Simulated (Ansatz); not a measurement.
**Where the states of Sr2C lie**

```
C Sr
1.0
     0.00000    3.37439    3.37439
     3.37439    0.00000    3.37439
     3.37439    3.37439    0.00000
C Sr
1 2
Direct
  0.00000 0.00000 0.00000
  0.25000 0.25000 0.25000
  0.75000 0.75000 0.75000
```

The conventional cell has a = 6.749 Å, b = 6.749 Å, c = 6.749 Å, α = 90.00°, β = 90.00°, γ = 90.00°. C (atom 1) has 8 Sr at 2.92 Å as nearest neighbours. Around Sr (atom 2) lie 4 C at 2.92 Å.

The structure comes from a relaxation in the same program, started in the fluorite type, and has space group Fm-3m. Whether it is a known phase or the ground state wasn't checked.

Theory: Ansatz 0.2.0, DFT, PBE, all-electron LAPW, scalar-relativistic.

Settings: a Γ-centred 8×8×8 k mesh, Fermi–Dirac smearing of 0.05 eV, basis error target 1 meV/atom, no spin polarisation.

States per eV and cell, averaged over 0.4 eV, from -8.2 to 3.2 eV, with energies (bin centres) from the Fermi level; empty bins are left out. 

| E (eV) | total |
| --- | --- |
| -8.1 | 0.67 |
| -7.7 | 4.33 |
| -2.1 | 1.18 |
| -1.7 | 2.74 |
| -1.3 | 1.43 |
| -0.9 | 3.76 |
| -0.5 | 4.16 |
| -0.1 | 1.90 |
| 0.3 | 1.28 |
| 0.7 | 1.15 |
| 1.1 | 1.16 |
| 1.5 | 1.71 |
| 1.9 | 1.21 |
| 2.3 | 2.38 |
| 2.7 | 4.47 |
| 3.1 | 1.66 |
